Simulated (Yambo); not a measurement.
```xyz
12
Lattice="4.6634 0.0000 0.0000 0.0000 4.6777 0.0000 -0.0077 0.0000 6.5486" Properties=species:S:1:pos:R:3 pbc="T T T"
H      2.4930     3.5083     0.9307
H      2.1627     1.1694     5.6179
H      3.4927     4.5074     2.3449
H      1.1630     0.1703     4.2037
H      1.1630     2.1686     4.2037
H      3.4927     2.5092     2.3449
H      4.4943     3.5083     0.9314
H      0.1614     1.1694     5.6172
B      1.1624     1.1694     4.9112
B      3.4933     3.5083     1.6374
K      3.4927     3.5083     4.9122
K      1.1630     1.1694     1.6364
```

Response from Yambo on LDA (Quantum ESPRESSO, PseudoDojo norm-conserving, 76 Ry, without SOC) bands: 4×4×2 mesh, 99 bands, 3 Ry local-field block, 0.2 eV broadening.

Task: Give the static electronic dielectric constant without and with local fields along each axis.

Result: 
| field along | ε(0), independent particles | ε(0), RPA with local fields | refractive index √ε |
|---|---|---|---|
| x | 2.65 | 2.34 | 1.53 |
| y | 2.65 | 2.34 | 1.53 |
| z | 2.64 | 2.32 | 1.52 |
Electronic (clamped-ion) response only. LDA gaps are usually too small, which raises these values. Convergence of the RPA response with its 4×4×2 mesh was not tested. x, y and z are Cartesian axes of the cell as given.

Geometry of the Materials Project entry, not relaxed at this level.

The structure is a Materials Project entry; no match was found in the copy of COD used, and its stability was not checked.
